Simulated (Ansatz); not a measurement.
The slice is one period of a {100} plane through atoms; its size isn't given.

These are r2SCAN (plane waves to 500 eV, PAW, scalar-relativistic; Ansatz, a quantum-chemistry and plane-wave program) values and carry that method's errors. These are valence fields of a PAW run, semicore shells included where kept as valence: close to a nucleus they are smooth pseudo fields.

```
|@@@@%%##++::                          ::++##%%@@|
|%%%%##**==..                          ..==**##%%|
|####**==::                              ::==**##|
|++++==::..                              ..::==++|
|::::..                                      ..::|
|                                                |
|                                                |
|                                                |
|                                                |
|                                                |
|                                                |
|                                                |
|                                                |
|                                                |
|                                                |
|                                                |
|                                                |
|                                                |
|::::..                                      ..::|
|++++==::..                              ..::==++|
|####**==::                              ::==**##|
|%%%%##**==..                          ..==**##%%|
|@@@@%%##++::                          ::++##%%@@|
|@@@@%%##++::                          ::++##%%@@|
```
Scale: ten equal steps from -1.30 (start of ' ') to 0.98 (end of '@'), in the order ' .:-=+*#%@'. Values: log₁₀ of the valence density in e/Å³. The map has 24 points along u (two characters each, u = 0 at the left) and 24 along v (v = 0 in the bottom row). The scale is logarithmic, as a density can span decades between atoms and voids.

```
|xxxxxxxx7700000011336677777766331100000077xxxxxx|
|xxxxxxxx3300000011446677887766441100000033xxxxxx|
|xxxxxx55110000002255778888887755220000001155xxxx|
|887733110000001133667788888877663311000000113377|
|110000000000002255778888888888775522000000000000|
|000000000000224466888899999988886644220000000000|
|000000001122446677889999999999887766442211000000|
|001111223355667788999999999999998877665533221111|
|333344556677888899999999999999999988887766554433|
|666666777788889999999999999999999999888877776666|
|777777888888999999999999999999999999998888887777|
|777788888888999999999999999999999999998888888877|
|777777888888999999999999999999999999998888887777|
|666666777788889999999999999999999999888877776666|
|333344556677888899999999999999999988887766554433|
|001111223355667788999999999999998877665533221111|
|000000001122446677889999999999887766442211000000|
|000000000000224466888899999988886644220000000000|
|110000000000002255778888888888775522000000000000|
|887733110000001133667788888877663311000000113377|
|xxxxxx55110000002255778888887755220000001155xxxx|
|xxxxxxxx3300000011446677887766441100000033xxxxxx|
|xxxxxxxx7700000011336677777766331100000077xxxxxx|
|xxxxxxxx8811000000336677777766330000001188xxxxxx|
```
Scale: ten equal steps from 0.01 (start of '0') to 0.70 (end of '9'), in the order '0123456789'. Values: electron localisation function (ELF). The map has 24 points along u (two characters each, u = 0 at the left) and 24 along v (v = 0 in the bottom row). Points within 0.5 Å of a nucleus are blanked (x), as the pseudised field means little there.

Problem. Which relaxed crystal do these maps come from?
A. Li (fcc, Cu type)
B. Ni (fcc, Cu type)
C. Al (fcc, Cu type)
D. Sr (fcc, Cu type)

Solution. A, Li (fcc, Cu type). Atoms on the slice: Li at (0.00, 0.00)

All were relaxed with their symmetry unable to fall. Relaxed Ni ends ferromagnetic. This is one of several known forms of Li; the measured ambient cells at hand have space group No. 229. Other magnetic orders were not checked, so this need not be the ground state. (This holds for the magnetic or f-shell members.)
